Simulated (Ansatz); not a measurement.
**How far is PAW off for SbPt?**

```xyz
4
Lattice="4.0457 0.0000 0.0000 -2.0228 3.5037 0.0000 0.0000 0.0000 5.3603" Properties=species:S:1:pos:R:3 pbc="T T T"
Sb    0.0000    2.3358    1.3401
Sb    2.0228    1.1679    4.0202
Pt    0.0000    0.0000    0.0000
Pt    0.0000    0.0000    2.6801
```

Atoms are numbered in the order listed.

The cell is COD entry 1010041, as deposited and not checked against the literature; nothing was relaxed. The listed cell was then made from it by scaling, straining or moving an atom.

Spin–orbit coupling is left out, though it moves levels of the heavy atoms by tenths of an eV or more.

All numbers are computed: DFT, LDA, PAW with Ansatz's default frozen-core files, scalar-relativistic (Ansatz 0.2.0); DFT, LDA, all-electron LAPW, scalar-relativistic (Ansatz 0.2.0).

For PAW: a Γ-centred 11×11×8 k mesh, Fermi–Dirac smearing of 0.08 eV, cutoff 420 eV, no spin polarisation; the PAW files were made with PBE, and the program remakes their frozen cores for this functional. LAPW targets a basis error of 0.5 meV/atom. The Ansatz runs share mesh, smearing and spin set-up. Plane-wave (PAW) pressures include the program's estimate of the Pulay term.

Stress and pressure are positive in compression.

The change that made this cell: volume scaled by 0.94.

PAW results:

| quantity | PAW |
| --- | --- |
| pressure (GPa) | 10.73 |
| stress xx (GPa) | 10.78 |
| stress zz (GPa) | 10.64 |

(1) What does full-potential LAPW give for the same quantities?

Answers

(1) 
| quantity | LAPW |
| --- | --- |
| pressure (GPa) | 10.76 |
| stress xx (GPa) | 10.81 |
| stress zz (GPa) | 10.67 |
